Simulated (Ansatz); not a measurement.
**Question.** Name crystals whose computed values (DFT-r²SCAN in the program Ansatz with PAW potentials) fall in these windows: B₀ by P(V) fit (GPa) 26 to 36; HSE06 gap (eV) 4.2 to 5.8; gap (eV) 3.1 to 4.0.

**Answer.** 

```tsv
crystal	B₀ by P(V) fit (GPa)	HSE06 gap (eV)	gap (eV)
Cs2ScAgCl6, Fm-3m (Cs on 8c, Sc on 4a, Ag on 4b, Cl on 24e)	30.2	4.92	3.65
```
Others may fit too.

Standing as an ambient phase not checked: Cs2ScAgCl6, Fm-3m (Cs on 8c, Sc on 4a, Ag on 4b, Cl on 24e). The cell was relaxed under the symmetry of its start. Rows with no word on spin ran without spin polarisation. Spin–orbit coupling is left out wherever it is not named.

Potentials: the later of the program's two PAW sets.
